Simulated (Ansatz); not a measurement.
Input and command of a calculation in Ansatz (plane waves; scalar-relativistic PAW potentials unless the input names others):

```yaml
crystal:
  lattice:
    - [4.1285590675, 0.0, 0.0]
    - [0.0, 4.1285590675, 0.0]
    - [0.0, 0.0, 4.1285590675]
  atoms:
    - { symbol: Na, position: [0.0, 0.0, 0.0] }
    - { symbol: S, position: [0.0, 0.5, 0.5] }
    - { symbol: S, position: [0.5, 0.0, 0.5] }
    - { symbol: S, position: [0.5, 0.5, 0.0] }
basis:
  ecutwfc: 420
kpoints:
  mp_grid: { grid: [12, 12, 12] }
hamiltonian:
  xc: pbe
scf:
  max_iter: 50
output:
  forces: true
  eigenvalues: true
  stress: true
```

```bash
ansatz run input.yaml --threads 1 --pin off --max-ram 2560MiB --backend cpu --events-out ev --progress --plain --runs-dir out
```

Will this input run?

The program refuses it, because of no occupation method (scf.occupations: {"method": "gaussian", "width": 0.1} → not typed). With the sound run's settings it is accepted.

Abridged log:
```
Error: YAML parse error: `scf.occupations.method` is required: fixed only where the cell keeps a band gap throughout the run, explicit beside scf.occupations.values (under evaluate: without them), else a smearing such as fermi_dirac (scf.occupations.width is optional; its entry in the input reference gives the default)
```